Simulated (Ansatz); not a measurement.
Al:
```yaml
crystal:
  lattice:
    - [0.00000, 1.98743, 1.98743]
    - [1.98743, 0.00000, 1.98743]
    - [1.98743, 1.98743, 0.00000]
  atoms:
    - { symbol: Al, position: [0.00000, 0.00000, 0.00000] }
```

Relaxed with r²SCAN+D4.

**Question.** Which orbitals make up the states near the Fermi level in plane-wave PAW r²SCAN+D4 (Ansatz code)?

**Answer.** Within 0.5 eV of the Fermi level: Al 3p 65 %, Al 3s 28 %, outside the projected shells 6 %. Projections are on Löwdin-orthogonalised atomic valence shells; empty p or d shells of many metals are not among them.

**Question.** Tabulate the density of states.

**Answer.** States/eV per cell of 1 atom, in 0.25 eV bins, energy from the Fermi level.

```csv
E (eV),total,Al 3p,Al 3s
-7.85,0.22,0.15,0.06
-7.60,0.22,0.16,0.06
-7.35,0.23,0.16,0.07
-7.10,0.24,0.17,0.07
-6.85,0.24,0.17,0.07
-6.60,0.25,0.18,0.07
-6.35,0.26,0.19,0.07
-6.10,0.26,0.19,0.07
-5.85,0.27,0.20,0.07
-5.60,0.28,0.21,0.07
-5.35,0.30,0.23,0.07
-5.10,0.30,0.24,0.07
-4.85,0.29,0.23,0.06
-4.60,0.27,0.22,0.05
-4.35,0.29,0.21,0.07
-4.10,0.30,0.22,0.08
-3.85,0.31,0.22,0.09
-3.60,0.33,0.23,0.09
-3.35,0.35,0.25,0.09
-3.10,0.35,0.25,0.09
-2.85,0.34,0.24,0.09
-2.60,0.34,0.24,0.09
-2.35,0.32,0.23,0.09
-2.10,0.30,0.21,0.09
-1.85,0.32,0.23,0.08
-1.60,0.33,0.24,0.09
-1.35,0.35,0.24,0.10
-1.10,0.39,0.26,0.11
-0.85,0.38,0.26,0.10
-0.60,0.35,0.25,0.09
-0.35,0.32,0.23,0.08
-0.10,0.31,0.21,0.08
0.15,0.38,0.23,0.12
0.40,0.39,0.24,0.12
0.65,0.40,0.25,0.12
0.90,0.39,0.24,0.11
1.15,0.38,0.24,0.11
1.40,0.38,0.24,0.11
1.65,0.38,0.24,0.10
1.90,0.38,0.24,0.10
2.15,0.39,0.24,0.11
2.40,0.40,0.23,0.12
2.65,0.41,0.24,0.12
2.90,0.41,0.24,0.12
3.15,0.42,0.24,0.12
3.40,0.42,0.24,0.12
3.65,0.43,0.24,0.12
3.90,0.43,0.25,0.12
4.15,0.44,0.25,0.12
4.40,0.44,0.25,0.11
4.65,0.45,0.26,0.11
```

Space group Fm-3m (fcc (Cu type)). Symmetry was held in the r²SCAN+D4 relaxation. The pairwise dispersion correction was not fitted to metals.

Potentials: the earlier of the program's two PAW sets.
